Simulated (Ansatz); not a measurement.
The elements of this relaxed trial crystal are hidden behind letters.

```
lattice vectors (Å)
   3.4319    0.0000    0.0000
   0.0000    3.4319    0.0000
   0.0000    0.0000    4.8970
fractional positions
X 0.5000 0.5000 0.5000
Z 0.0000 0.0000 0.0000
Q 0.0000 0.5000 0.2818
Q 0.5000 0.0000 0.7182
```

All numbers below come from DFT PBE, scalar-relativistic, plane waves, PAW in Ansatz 0.2.0. The final run on the 4-atom cell used 420 eV, a Γ-centred 14×14×10 mesh, 0.10 eV smearing and no spin polarisation.

```
Space group                                 : P-4m2 (No. 115)
Conventional cell                           : a = 3.432 Å, c = 4.897 Å
Volume per atom                             : 14.42 Å³
Density                                     : 4.89 g/cm³
Formation energy                            : −0.97 eV/atom
Gap on the 14×14×10 mesh of the 4-atom cell : 0 eV (the bands overlap slightly)
```

Energies are uncorrected and count from the elements' standard states at the same level.

Question: X is a d-block element of period 4, Z is a p-block element of period 4 and Q is a p-block element of period 2. Which elements are they?

Answer: X = Zn, Z = Ge, Q = O, so the formula is ZnGeO2. Density times volume gives a mean mass of 4.89 × 14.42/1.6605 = 42.5 u per atom, and this set has 42.5 u. Zn is surrounded by 4 O at 2.02 Å; around Ge lie 4 O at 2.20 Å; around O lie 2 Zn at 2.02 Å and 2 Ge at 2.20 Å. Other sets within the hints have nearly the same mass, so mass alone doesn't settle it; this one was computed.

The zero gap may come from the functional, which often closes small gaps. A structure relaxed within its symmetry needn't be a true minimum.
